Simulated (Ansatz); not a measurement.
Relaxed-ion elastic tensor of Li (bcc (W type), Im-3m) in GPa (Voigt order), LDA in the plane-wave PAW code Ansatz; density 0.61 g/cm³, 19.01 Å³ per atom.

```
15.8  14.6  14.6   0.0   0.0   0.0
14.6  15.8  14.6   0.0   0.0   0.0
14.6  14.6  15.8   0.0   0.0   0.0
 0.0   0.0   0.0  11.3   0.0   0.0
 0.0   0.0   0.0   0.0  11.3   0.0
 0.0   0.0   0.0   0.0   0.0  11.3
```

**Question.** Is the crystal mechanically stable?

**Answer.** Yes: the smallest eigenvalue of C is 1.2 GPa.

**Question.** Work out the Voigt and Reuss bounds. Is their mean of use?

**Answer.** K_V = 15.0, K_R = 15.0; G_V = 7.0, G_R = 1.4 GPa. The bounds lie so far apart that a Hill average or a Debye temperature from it would say little.

Symmetry was held in the LDA relaxation. As this level gives no gap, shear constants depend on the k-mesh and smearing (Fermi–Dirac, 0.1 eV here).

Potentials: the earlier of the program's two PAW sets. The files were generated under PBE; for other functionals the program regenerates the frozen cores, and for LDA and PBEsol the local potential too.
